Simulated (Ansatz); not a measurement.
ZnBr2 in space group R-3m (No. 166; Zn on 3a, Br on 6c), r²SCAN+D4 (plane waves, PAW; program Ansatz). The conduction-band minimum lies at F, with 3 equivalent valleys. Second derivatives d²E/dk² of the lowest band at one valley (eV·Å²), along Cartesian directions:

```csv
direction,d²E/dk²
[100],15.13
[010],19.02
[001],11.58
[110],13.70
[101],11.27
[011],14.10
```

**Question.** Find the principal effective masses, the density-of-states mass and the conductivity mass.

**Answer.** Off-diagonal terms follow from H_xy = H[110] − (H_xx + H_yy)/2, and m*/mₑ = 7.620 eV·Å² over each eigenvalue: 0.36, 0.51, 0.77. One valley's DOS mass (m₁m₂m₃)^(1/3) = 0.52, conductivity mass 3/(Σ 1/mᵢ) = 0.50 mₑ.

**Question.** What effective density of states Nc follows at 300 K for parabolic valleys?

**Answer.** Nc = 2.509e19 × 3 × (0.52)^(3/2) ≈ 2.8e19 cm⁻³.

The workflow started from an entry of the Crystallography Open Database (COD), which files this formula under 2 space groups. Whether it is the stable phase at ambient conditions was not checked. Symmetry was held in the r²SCAN+D4 relaxation; its stability against distortions is not shown here. Spin–orbit coupling is left out wherever it is not named.

Potentials: the later of the program's two PAW sets.

Edges and masses are those of Kohn–Sham bands, whose gap is no quasiparticle gap.
